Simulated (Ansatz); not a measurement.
What internal relaxation does to the elastic constants of LiHg2

Computed with Ansatz 0.2.0, DFT PBE, scalar-relativistic, plane waves, PAW. Plane waves to 420 eV; Γ-centred k mesh 12×12×14; Fermi-Dirac smearing of 0.15 eV. No spin polarisation.

Equilibrium structure at this level:
```xyz
3
Lattice="4.9740 0.0000 0.0000 -2.4870 4.3076 0.0000 0.0000 0.0000 3.1300" Properties=species:S:1:pos:R:3 pbc="T T T"
Li    0.0000    0.0000    0.0000
Hg    0.0000    2.8717    1.5650
Hg    2.4870    1.4359    1.5650
```

The cell was built by swapping an element in a database structure (itself possibly hypothetical) and relaxing; it need not be the stable form of this composition. In a metal, frequencies and elastic constants depend on the k mesh and the smearing, soft modes and shear constants most. Spin–orbit coupling is left out, which can shift energies with elements as heavy as these.

Clamped-ion constants (GPa, Voigt order; atoms follow the strain homogeneously):
C11 = 71.8, C12 = 29.2, C13 = 10.1, C22 = 71.8, C23 = 10.1, C33 = 59.0, C44 = 3.8, C55 = 3.8, C66 = 21.3 GPa; the others vanish.

Question: What are the constants once the atoms relax in each strained cell?

Answer:
C11 = 54.5, C12 = 46.6, C13 = 10.2, C22 = 54.5, C23 = 10.2, C33 = 59.1, C44 = 3.8, C55 = 3.8, C66 = 4.0 GPa; the others vanish.
The Voigt shear modulus goes from 16.0 to 9.1 GPa and the Voigt bulk modulus doesn't change. Relaxation subtracts ΛᵀK⁻¹Λ/V, with Λ the forces that a strain puts on the atoms and K the zone-centre force constants. At a stable cell this can only lower the diagonal constants, and it acts only for strains that share their symmetry with an optical mode; elsewhere, and where the coupling is weak, the constants hardly move.